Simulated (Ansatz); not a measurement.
Starting cell, InP (zinc blende):

```yaml
crystal:
  lattice:
    - [0.00000, 2.97977, 2.97977]
    - [2.97977, 0.00000, 2.97977]
    - [2.97977, 2.97977, 0.00000]
  atoms:
    - { symbol: P, position: [0.75000, 0.75000, 0.75000] }
    - { symbol: In, position: [0.00000, 0.00000, 0.00000] }
```

In this cell atom 2 (In, nearest neighbour P at 2.581 Å; its periodic images, 4.2 Å or more away, move with it) is moved by s along Cartesian [111], unit vector (0.577, 0.577, 0.577); all other atoms and the cell stay fixed.

Calculation: PBE (plane waves to 420 eV, PAW, scalar-relativistic; Ansatz, a program for electronic structure). k mesh 8×8×8 (Γ-centred), Fermi-Dirac smearing 0.05 eV. Compression counts positive. F∥ is the force on the atom along that direction. InP was relaxed with its symmetry unable to fall. 

```csv
s (Å),F∥ (eV/Å),P (GPa)
-0.520,9.231,11.4
-0.416,6.106,6.4
-0.312,3.821,…
-0.208,2.138,1.2
-0.104,…,0.3
0.000,0.000,0.0
0.104,-0.625,0.2
0.208,-1.025,0.7
0.312,-1.238,1.3
0.416,-1.296,2.0
0.520,-1.228,2.6
```

**Question.** Complete the blanks.

**Answer.** 
- -0.312, P (GPa): 3.2
- -0.104, F∥ (eV/Å): 0.899

(A displaced cell: forces are minus the slopes of the energy, force constants its curvatures, and phonons follow from these.)
